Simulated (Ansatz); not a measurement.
Data:

FeNi:
```
FeNi
1.0
    1.23514     0.71311     4.06966
   -1.23514     0.71311     4.06966
    0.00000    -1.42622     4.06966
Fe Ni
1 1
Direct
  0.00000   0.00000   0.00000
  0.50000   0.50000   0.50000
```
The run is spin-polarised; directions of the spins, atom by atom: ↑ ↑.

This is the PBEsol-relaxed structure.

Q: All from PBEsol (plane waves, PAW; program Ansatz), unless another level is named. Predict the density of states at the Fermi level.

A: 0.83 states/eV per atom (mean over ±0.08 eV).

Q: What about the formation energy from the elements (no fitted shifts)?

A: 0.013 eV/atom.

Space group R-3m. The first step of the workflow began from a Materials Project structure, measured or hypothetical; the Crystallography Open Database copy checked does not list it. COD files the formula under space group No. 123. With Fe and Ni taken as one species the cell has the higher symmetry Fm-3m, so it may be an ordered model of a mixed-site phase. Its standing as an ambient phase is unchecked. Symmetry was held in the PBEsol relaxation; its stability against distortions is not shown here. Spin order of the final state: ferromagnetic, chosen from 5 collinear starts compared on coarse meshes (ties went to the first, and starts can fall back to one state), not a proven ground state. The references are the lowest solids computed at this level, not always the standard phases.

Potentials: the later of the program's two PAW sets.
